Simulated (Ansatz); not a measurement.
Calculated ¹⁷O NMR of the central transition for CO2

Cell: a COD entry (listed for 1.0 GPa), ions relaxed with PBE at fixed cell.

Space group Pa-3 (No. 205); a = 5.4942 Å.

```csv
site,Wyckoff,site symmetry,x,y,z
C,4a,.-3.,0.0000,0.0000,0.0000
O,8c,.3.,0.1227,0.1227,0.1227
```

One atom of each set is listed.

Level of theory: DFT, PBE, plane waves and PAW, scalar-relativistic, 420 eV cutoff, Γ-centred 5×5×5 k-points, Fermi–Dirac smearing 0.02 eV (Ansatz 0.2.0).

¹⁷O has I = 5/2 and Q = -25.58 mb (Pyykkö 2018); at 21.1 T its Larmor frequency is ν₀ = 121.8 MHz. Only the quadrupole interaction is simulated: positions count from each site's isotropic chemical shift, and J coupling is left out, as are shift anisotropy and dipolar coupling, which fast spinning averages.

Simulated pattern of one O site (fast magic-angle spinning, Gaussian broadening 0.1 kHz):

(offset (kHz), height): (-2.513, 0), (-2.414, 4), (-2.315, 6), (-2.216, 6), (-2.116, 6), (-2.017, 6), (-1.918, 7), (-1.819, 7), (-1.720, 7), (-1.621, 12), (-1.521, 73), (-1.422, 75), (-1.323, 53), (-1.224, 47), (-1.125, 44), (-1.026, 43), (-0.927, 43), (-0.827, 44), (-0.728, 47), (-0.629, 53), (-0.530, 65), (-0.431, 100), (-0.332, 80), (-0.232, 4)

Problem. Which |C_Q| and η does the pattern imply?

Solution. The pattern spans 2.08 kHz before broadening and its centre of gravity is at -0.971 kHz, which fixes P_Q; the places of the horns and steps fix η. That gives P_Q = 4.44 MHz, |C_Q| = 4.44 MHz and η = 0.00. The sign of C_Q can't be read from the pattern.

An axis of threefold or higher order runs through O, so V_zz lies along it and η is zero.
